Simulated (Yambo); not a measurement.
A G0W0@LDA run in Yambo for BeS (zinc blende, space group F-43m, No. 216) (6×6×6 Γ-centred k mesh, bands 2 to 62 and a 10 Ry block in the screening, 62 bands in G with the Bruneval-Gonze terminator, plasmon pole fitted at 27.2 eV) gives these matrix elements, in eV, at the band edges (Γ → X):

| state | E0 | <Vxc> | <Σx> | <Σc(E0)> | Z |
|---|---|---|---|---|---|
| valence edge | 0.000 | -13.694 | -16.602 | 1.444 | 0.797 |
| conduction edge | 2.831 | -9.795 | -5.355 | -3.771 | 0.827 |

Task: Solve the linearised quasiparticle equation for both states, give the gap, and say how exchange and correlation each act on it.

Result: E = E0 + Z(Σx + Σc − Vxc). Valence: 0.000 + 0.797 × (-16.602 + (1.444) − (-13.694)) = -1.17 eV. Conduction: 2.831 + 0.827 × (-5.355 + (-3.771) − (-9.795)) = 3.38 eV. The gap is 4.55 eV, against 2.83 eV in LDA. Replacing Vxc by bare exchange alone would open it by 7.35 eV; correlation takes back 5.22 eV of that, and Z scales what is left. Nearest settings tried, and what they do to the gap: 39 bands in G: +2 meV; 27 bands in W: -27 meV; 8 Ry block (89 vectors against 137): -58 meV. Not varied: mesh. So the settings aren't converged at that level. 

Geometry relaxed with LDA; primitive cell a = b = c = 3.391 Å, α = β = γ = 60.00°.
